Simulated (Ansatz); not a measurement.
Input, command and steps of an Ansatz relaxation.

```yaml
crystal:
  lattice:
    - [4.1388885837, -4.4772021932, 0.0]
    - [4.1388885837, 4.4772021932, 0.0]
    - [0.0, 0.0, 3.6149636671]
  atoms:
    - { symbol: Os, position: [0.0, 0.0, 0.0], spin: 1.07 }
    - { symbol: Cl, position: [0.8263065225, 0.1736934775, 0.5] }
    - { symbol: Cl, position: [0.1736934775, 0.8263065225, 0.5] }
    - { symbol: Cl, position: [0.27486826, 0.27486826, 0.0], spin: 0.22 }
    - { symbol: Cl, position: [0.72513174, 0.72513174, 0.0], spin: 0.22 }
basis:
  ecutwfc: 420
kpoints:
  mp_grid: { grid: [6, 6, 10] }
hamiltonian:
  xc: pbesol
scf:
  occupations: { method: gaussian, width: 0.01 }
output:
  forces: true
  stress: true
  eigenvalues: true
  populations: true
magnetization:
  spin_polarized: true
relax:
  adjacent_minimum: "off"
  f_tol: 0.01
  max_steps: 30
  cell: { stress_tol: 0.1, fix: [volume] }
```

```bash
ansatz run input.yaml --threads 1 --pin off --max-ram 2560MiB --backend cpu --events-out ev --progress --plain --runs-dir out
```

Theory: DFT PBEsol, scalar-relativistic, plane waves, PAW in Ansatz 0.2.0.

The volume is held at 1.06 times that of the relaxed cell.

Of 6 frames 5 are shown, positions in Å and forces in eV/Å; the SCF threshold varies from step to step. Steps run on the plane waves of an earlier cell, with a Pulay correction in the pressure. The basis is chosen afresh for the last frame, the zero of the energies, and at times for earlier ones too; energy and pressure can step there, also at an unchanged geometry. Where two frames share a geometry here, they differ by under 2 meV/atom and 0.3 GPa.

```xyz
5
Lattice="4.1389 -4.4772 0.0000 4.1389 4.4772 0.0000 0.0000 0.0000 3.6150" Properties=species:S:1:pos:R:3:forces:R:3 pbc="T T T" step=1 free_energy_over_end_meV_per_atom=4.46 pressure_GPa=-1.97
Os    0.0000    0.0000    0.0000    0.0000    0.0000    0.0000
Cl    4.1389   -2.9219    1.8075    0.0000   -0.3556    0.0000
Cl    4.1389    2.9219    1.8075    0.0000    0.3556    0.0000
Cl    2.2753    0.0000    0.0000   -0.4090    0.0000    0.0000
Cl    6.0025    0.0000    0.0000    0.4090    0.0000    0.0000
5
Lattice="4.1506 -4.4971 0.0000 4.1506 4.4971 0.0000 0.0000 0.0000 3.5888" Properties=species:S:1:pos:R:3:forces:R:3 pbc="T T T" step=2 free_energy_over_end_meV_per_atom=0.34 pressure_GPa=0.24
Os    0.0000    0.0000    0.0000    0.0000    0.0000    0.0000
Cl    4.1506   -2.9663    1.7944    0.0000    0.1016    0.0000
Cl    4.1506    2.9663    1.7944    0.0000   -0.1016    0.0000
Cl    2.2472    0.0000    0.0000    0.1198    0.0000    0.0000
Cl    6.0540    0.0000    0.0000   -0.1198    0.0000    0.0000
5
Lattice="4.1528 -4.5046 0.0000 4.1528 4.5046 0.0000 0.0000 0.0000 3.5809" Properties=species:S:1:pos:R:3:forces:R:3 pbc="T T T" step=3 free_energy_over_end_meV_per_atom=0.02 pressure_GPa=-0.17
Os    0.0000    0.0000    0.0000    0.0000    0.0000    0.0000
Cl    4.1528   -2.9628    1.7904    0.0000   -0.0158    0.0000
Cl    4.1528    2.9628    1.7904    0.0000    0.0158    0.0000
Cl    2.2532    0.0000    0.0000    0.0057    0.0000    0.0000
Cl    6.0524    0.0000    0.0000   -0.0057    0.0000    0.0000
5
Lattice="4.1498 -4.5072 0.0000 4.1498 4.5072 0.0000 0.0000 0.0000 3.5815" Properties=species:S:1:pos:R:3:forces:R:3 pbc="T T T" step=4 free_energy_over_end_meV_per_atom=0.01 pressure_GPa=-0.15
Os    0.0000    0.0000    0.0000    0.0000    0.0000    0.0000
Cl    4.1498   -2.9666    1.7908    0.0000   -0.0026    0.0000
Cl    4.1498    2.9666    1.7908    0.0000    0.0026    0.0000
Cl    2.2536    0.0000    0.0000    0.0013    0.0000    0.0000
Cl    6.0460    0.0000    0.0000   -0.0013    0.0000    0.0000
5
Lattice="4.1437 -4.5139 0.0000 4.1437 4.5139 0.0000 0.0000 0.0000 3.5814" Properties=species:S:1:pos:R:3:forces:R:3 pbc="T T T" step=6 free_energy_over_end_meV_per_atom=0.00 pressure_GPa=-0.14
Os    0.0000    0.0000    0.0000    0.0000    0.0000    0.0000
Cl    4.1437   -2.9741    1.7907    0.0000    0.0072    0.0000
Cl    4.1437    2.9741    1.7907    0.0000   -0.0072    0.0000
Cl    2.2539    0.0000    0.0000   -0.0034    0.0000    0.0000
Cl    6.0335    0.0000    0.0000    0.0034    0.0000    0.0000
```

Time: 3.4 min on 1 thread of Intel(R) Xeon(R) Platinum 8259CL CPU @ 2.50GHz (Skylake/Cascade Lake) (shared host), peak memory 0.76 GiB.

Spin-orbit coupling is left out, which matters for the bands of heavy elements. The cell holds chains, and where no dispersion correction was added their binding is poorly described.